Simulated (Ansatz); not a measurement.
# 57Fe Mössbauer parameters in Si with Fe replacing Si

Cell: a supercell of Si (diamond type, Fd-3m) built from an entry of the Crystallography Open Database (COD) (the entry's cell lengths or inner coordinates differ somewhat from later room-temperature determinations), with all atoms left at the host's positions.

Space group F-43m (No. 216); a = 16.2814 Å.

| site | Wyckoff | site symmetry | x | y | z |
| --- | --- | --- | --- | --- | --- |
| Fe | 4d | -43m | 0.2500 | 0.7500 | 0.2500 |
| Si2 | 48h | ..m | 0.4167 | 0.7500 | 0.4167 |
| Si5 | 16e | .3m | 0.5833 | 0.5833 | 0.4167 |
| Si9 | 16e | .3m | 0.9167 | 0.4167 | 0.5833 |
| Si15 | 24g | 2.mm | 0.7500 | 0.4167 | 0.7500 |
| Si28 | 16e | .3m | 0.1667 | 0.8333 | 0.1667 |
| Si30 | 24f | 2.mm | 0.5000 | 0.8333 | 0.5000 |
| Si32 | 48h | ..m | 0.5000 | 0.6667 | 0.3333 |
| Si41 | 4b | -43m | 0.5000 | 0.5000 | 0.5000 |
| Si45 | 16e | .3m | 0.8333 | 0.3333 | 0.6667 |

One atom of each set is listed; the run and its k-mesh use a cell of 54 atoms with edges of 11.51, 11.51, 11.51 Å.

The numbers come from a DFT calculation in Ansatz (PBE, plane waves and PAW, scalar-relativistic, collinear spin, 420 eV cutoff, Γ-centred 2×2×2 k-points, Fermi–Dirac smearing 0.01 eV, cell charge -1). Start moments as typed (μB): 5 on each Fe, none on the rest. The program fits them to the shells of the files, so those used differ somewhat.

Isomer shifts (against α-Fe) follow from the electron density at the nucleus, δ = α(ρ − ρ₀), with α = -0.366 mm s⁻¹ a₀³ and ρ₀ = 14904.00 a₀⁻³ from a line fitted to 10 measured compounds at this level of theory (rms miss 0.11 mm/s). ΔE_Q = ½eQV_zz(1 + η²/3)^½ with Q = 0.160 b for the 14.4 keV state. B_c is the Fermi-contact field along the atom's own moment; orbital and dipolar fields are not included.

Problem. Give the isomer shift and quadrupole splitting and contact field of each Fe site.

Solution. 

```csv
site,atoms,first shell,ρ − ρ₀ (a₀⁻³),δ (mm/s),ΔE_Q (mm/s),η,|m| (μB),B_c (T)
Fe,1,4 Si at 2.35 Å,0.12,-0.04,0.00,–,1.13,-3.6
```



The defect repeats with the cell of 54 atoms, so it feels its images: sites between two images don't show the values beside a lone defect, and zeros or small values of η there can come from the images' arrangement. A uniform background compensates the cell's charge. The run lost most of its start moments on Fe; a state with other moments may lie lower. The neighbours have not yet relaxed around the defect (largest force 1.1 eV/Å), so a real crystal will differ. Semilocal functionals underestimate the core's spin polarisation, so contact fields of ionic iron come out too small in magnitude. On Fe B_c is a small difference of large parts, and can be wrong severalfold and even in sign.
